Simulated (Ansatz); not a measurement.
# rocksalt-structured BiIr

The computed numbers are results of PBEsol, scalar-relativistic (no spin polarisation) in the plane-wave PAW code Ansatz at 420 eV, Γ-centred 10×10×10 mesh, 0.05 eV Gaussian smearing. The datasets are Ansatz's generated set soft_2.

```cif
data_structure
_symmetry_space_group_name_H-M 'P 1'
_symmetry_Int_Tables_number 1
_cell_length_a 3.9177
_cell_length_b 3.9177
_cell_length_c 3.9177
_cell_angle_alpha 60.000
_cell_angle_beta 60.000
_cell_angle_gamma 60.000
_cell_volume 42.52
loop_
_atom_site_label
_atom_site_type_symbol
_atom_site_fract_x
_atom_site_fract_y
_atom_site_fract_z
_atom_site_occupancy
Ir1 Ir 0.50000 0.50000 0.50000 1
Bi1 Bi 0.00000 0.00000 0.00000 1
```

The start was a prototype's sites filled with these elements, not a measured cell.

Cell and atoms are those of this level's equilibrium.

Path: Γ–X–U | K–Γ–L–W–X, with Γ = (0.000, 0.000, 0.000), X = (0.500, 0.000, 0.500), U = (0.625, 0.250, 0.625), K = (0.375, 0.375, 0.750), L = (0.500, 0.500, 0.500), W = (0.500, 0.250, 0.750) in reciprocal vectors of the calculation's cell.

Bands as a text map, energy in eV from the Fermi level (dashes), each leg drawn with the same width:
```
  3.71 |    *        *   *               *              
  3.43 |            *                     *             
  3.14 |                     *    *                     
  2.86 |           *                      *         *   
  2.57 |          *              *                      
  2.29 |                *                  *            
  2.00 |**       *           ****          *         *  
  1.71 |  *  ****     **    * * *                     **
  1.43 | * * *             *                *           
  1.14 |  ***        *                      *           
  0.86 |            *     *                             
  0.57 |                     *   *           *          
  0.29 |     **    *     *                   **         
  0.00 |----------****------*------------------*******--
 -0.29 |      ****    ******      *           *       **
 -0.57 |         *  **                        *****     
 -0.86 |       ******              *********************
 -1.14 |       **    **** *                ***        **
 -1.43 |    ******       ***        *********         **
 -1.71 |****      ** ****  ****** **                    
 -2.00 |**  **   *  *       ******                   *  
 -2.29 | ***      *          *   *                      
 -2.57 |   **      **       **    *                     
 -2.86 |     ****    *      *     *                 * **
 -3.14 |  *      **   **   *       *                **  
 -3.43 |           *    * ***       *             **    
 -3.71 |            *    **          *   *****   **     
 -4.00 |   *            **         *  ************      
        Γ      X      UK       Γ       L       W       X
```

Question: By these bands, is it a metal or an insulator, and if it has a gap, where are the band edges on this path?

Answer: A metal: bands cross the Fermi level.

Spin–orbit coupling, which matters for such heavy elements, is left out.
